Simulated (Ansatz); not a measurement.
MnGe (CsCl type, Pm-3m) under volume change, the program Ansatz at the PBEsol level (PAW), scaled uniformly.

```
V (Å³/atom)  E − E(relaxed) (meV/atom)     P (GPa)
-----------  -------------------------  ----------
11.024                            69.2       22.20
11.388                      (withheld)  (withheld)
11.751                      (withheld)  (withheld)
12.114                             0.0        0.00
12.478                             6.2       -5.26
12.841                            23.2       -9.68
13.205                            49.1      -13.06
```

### Question
Fill in the missing entries.

### Answer

- 11.751, E − E(relaxed) (meV/atom): 6.9
- 11.751, P (GPa): 6.21
- 11.388, E − E(relaxed) (meV/atom): 29.0
- 11.388, P (GPa): 13.56

### Question
What does a third-order Birch–Murnaghan fit give for V₀, B₀ and B′?

### Answer
V₀ = 12.11 Å³/atom, B₀ = 188 GPa, B′ = 4.8.

The cell is a constructed one: a structure type filled with these elements; neither database checked (COD, Materials Project) lists it. Whether it is the stable phase at ambient conditions was not checked. The cell was relaxed with PBEsol under the symmetry of its start; its stability against distortions is not shown here. Magnetic state: ferromagnetic, chosen from 4 collinear starts compared on coarse meshes (ties went to the first, and starts can fall back to one state), not a proven ground state.

Potentials: the earlier of the program's two PAW sets.
